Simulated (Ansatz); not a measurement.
# GaPt: do energies and stresses tell the same story?

The calculation used Ansatz, DFT PBEsol, scalar-relativistic, plane waves, PAW.

Settings: cutoff 420 eV, Γ-centred mesh 8×8×8 on the computed 8-atom cell, Gaussian smearing of 0.10 eV; no spin polarisation.

Relaxed cell: P2_13, a = 4.903 Å, b = 4.903 Å, c = 4.903 Å, α = 90.00°, β = 90.00°, γ = 90.00°, 8 atoms in the primitive cell. Whether it is the stable form of this composition wasn't checked.

Energies at zero smearing and pressures from the stress tensor, at volumes with shape and atoms relaxed:
| V (Å³/atom) | E − E(first) (meV/atom) | P (GPa) |
| --- | --- | --- |
| 13.845 | 0.00 | 14.20 |
| 14.287 | -28.12 | 6.43 |
| 14.729 | -36.70 | 0.00 |
| 15.171 | -29.19 | -5.24 |
| 15.613 | -8.83 | -9.29 |

Q: Check P = −dE/dV between neighbouring volumes, and get the bulk modulus from the pressures alone.

A: With 1 eV/Å³ = 160.2 GPa:
```
middle V (Å³/atom)  −ΔE/ΔV (GPa) mean P (GPa)
            14.066        10.195        10.317
            14.508         3.112         3.216
            14.950        -2.724        -2.619
            15.392        -7.382        -7.267
```

The two differ by 0.12 GPa at most. The mean of two end pressures misses the average over a step by about ΔV² P″/12, up to 0.12 GPa here; with that taken off 0.01 GPa remains. Around V = 14.729 Å³/atom, the two neighbours give B = −V ΔP/ΔV = 14.729 × 11.67 / 0.884 = 194.5 GPa, against B0 = 192.3 GPa from the Birch–Murnaghan fit of the energies.

Spin–orbit coupling is left out, which can shift energies with elements as heavy as these.